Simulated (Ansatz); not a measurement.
A distorted cell of Bi₂Se₃ (Bi2Te3 type, space group R-3m):

```xyz
5
Lattice="2.0722 1.1964 9.4827 -2.0722 1.1964 9.4827 0.0000 -2.3927 9.4827" Properties=species:S:1:pos:R:3 pbc="T T T"
Bi     0.0000     0.0000    11.4041
Bi     0.0000     0.0000    17.0439
Se     0.2471     0.1427    -0.2292
Se     0.0000     0.0000     5.9889
Se     0.0000     0.0000    22.4591
```

Level of theory: PBE-D3(BJ) (plane waves to 420 eV, PAW, scalar-relativistic; Ansatz, a program for electronic structure). k mesh 8×8×8 (Γ-centred), Fermi-Dirac smearing 0.05 eV. E stands for the smeared free energy. Stress and pressure are positive under compression. Bi2Se3 was relaxed with its symmetry unable to fall. Spin-orbit coupling is left out, though Bi is heavy.

**Question.** Predict the force on every atom, in eV/Å.

**Answer.** 
```json
[
 {"atom": "Bi1", "Fx": "-0.033", "Fy": "-0.019", "Fz": "-0.234"},
 {"atom": "Bi2", "Fx": "0.466", "Fy": "0.269", "Fz": "-0.864"},
 {"atom": "Se3", "Fx": "-1.071", "Fy": "-0.618", "Fz": "1.482"},
 {"atom": "Se4", "Fx": "0.459", "Fy": "0.265", "Fz": "-0.301"},
 {"atom": "Se5", "Fx": "0.180", "Fy": "0.104", "Fz": "-0.082"}
]
```

**Question.** What is the stress tensor (GPa)?

**Answer.** 
```
   1.77     1.17    -1.85
   1.17     0.41    -1.07
  -1.85    -1.07     1.30
```
The pressure, a third of the trace, is 1.16 GPa.

**Question.** In it atom 3 sits (0.247, 0.143, -0.229) Å away from its relaxed site. What is its energy relative to the relaxed cell?

**Answer.** 306 meV/cell.

(A displaced cell: forces are minus the slopes of the energy, force constants its curvatures, and phonons follow from these.)
